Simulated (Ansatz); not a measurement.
**Data sheet: La$_{2}$MgVO$_{6}$ (DFT)**

La2MgVO6:
```
La2MgVO6
1.0
    2.78617     1.60860     4.42117
   -2.78617     1.60860     4.42117
    0.00000    -3.21719     4.42117
La Mg V O
2 1 1 6
Direct
  0.75055   0.75055   0.75055
  0.24945   0.24945   0.24945
  0.50000   0.50000   0.50000
  0.00000   0.00000   0.00000
  0.75768   0.30849   0.17636
  0.24232   0.69151   0.82364
  0.17636   0.75768   0.30849
  0.82364   0.24232   0.69151
  0.30849   0.17636   0.75768
  0.69151   0.82364   0.24232
```
The run is spin-polarised; directions of the spins, atom by atom: 0 0 0 ↑ 0 0 0 0 0 0.

Space group R-3 (No. 148); conventional cell a = b = 5.5723 Å, c = 13.2635 Å, α = β = 90.00°, γ = 120.00°.

Method: r²SCAN (plane waves, PAW; program Ansatz). Structure relaxed to zero pressure with the same functional. Other levels are named where they apply.

**Cell and energy**

```yaml
volume_per_atom: 11.89 Å³
density: 6.27 g/cm³
Formation energy from the elements (no fitted shifts): -3.32 eV/atom
```

**Electronic structure**

```yaml
band_gap: 0.63 eV (indirect)
valence_band_maximum: off the standard path, at k = (0.354, 0.469, -0.365) in fractions of the reciprocal vectors
conduction_band_minimum: at L (3 equivalent valleys)
smallest_direct_gap_on_the_standard_path: 0.75 eV
electron_effective_mass: 2.0, 3.2, 16 mₑ (principal values)
hole_effective_mass: 3.1, 12, 20 mₑ (principal values)
```

**Magnetism**

```yaml
magnetic_order: ferromagnetic
net_moment: 0.10 μB per atom
```

**Mechanics**

```yaml
Bulk modulus (Birch–Murnaghan fit): 168 GPa
Pressure derivative B′: 4.6
```

**Charges**

```yaml
bader_charges: La +2.14, Mg +1.75, V +2.18, O -1.37 e
```

The workflow started from a Materials Project entry (that database holds measured and hypothetical structures alike); the Crystallography Open Database copy checked does not list it. With Mg and V taken as one species the cell has the higher symmetry R-3c, so it may be an ordered model of a mixed-site phase. Whether it is the stable phase at ambient conditions was not checked. The r²SCAN relaxation kept the symmetry of its start; whether a distortion lowers the energy is not shown. Magnetic state: ferromagnetic, chosen from 3 collinear starts compared on coarse meshes (ties went to the first, and starts can fall back to one state), not a proven ground state. Other orbital occupations within this spin state were not tried. No Hubbard U is applied. The references are the lowest solids computed at this level, not always the standard phases (solids in place of the gases). Scalar-relativistic: spin–orbit coupling is off unless named, which matters more the heavier the elements.

Potentials: the later of the program's two PAW sets.
